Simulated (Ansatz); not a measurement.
PtS$_{2}$:
```yaml
crystal:
  lattice:
    - [3.57671, 0.00000, 0.00000]
    - [-1.78836, 3.09752, 0.00000]
    - [0.00000, 0.00000, 6.46581]
  atoms:
    - { symbol: Pt, position: [0.00000, 0.00000, 0.00000] }
    - { symbol: S, position: [0.66667, 0.33333, 0.81016] }
    - { symbol: S, position: [0.33333, 0.66667, 0.18984] }
```

Relaxed with PBE. Special points in fractions of this cell's reciprocal vectors: Γ (0.000, 0.000, 0.000); M (0.500, 0.000, 0.000); K (0.333, 0.333, 0.000); A (0.000, 0.000, 0.500); L (0.500, 0.000, 0.500); H (0.333, 0.333, 0.500).

List the band energies nearest the valence-band maximum at these points for plane-wave PAW PBE (Ansatz code).

In eV from the valence-band maximum; about four levels below and three above (degenerate sets whole), none deeper than 8.9 eV; points with the same levels are listed once.

```csv
k,below,above
Γ,-1.04 -0.42 -0.42 -0.42,3.03 3.03 5.29
M,-2.24 -2.17 -1.79 -1.65,2.56 2.88 5.50
K,-2.60 -2.31 -0.82 -0.82,1.88 1.88 6.42
A,-1.14 -0.78 -0.43 -0.43,3.07 3.07 5.84
L,-2.26 -2.14 -1.85 -1.36,2.69 2.80 5.31
H,-2.59 -2.41 -0.90 -0.90,2.14 2.14 6.99
```

Space group P-3m1 (CdI2 type). The PBE relaxation kept the symmetry of its start. No spin polarisation was allowed. The volume lies over 15 % above that of the usual cell of this phase: another minimum, or an error of the functional. A crystal of weakly bound layers computed without a dispersion correction: the cell and the soft elastic constants depend strongly on that. Spin–orbit coupling is left out wherever it is not named.

Potentials: the later of the program's two PAW sets.
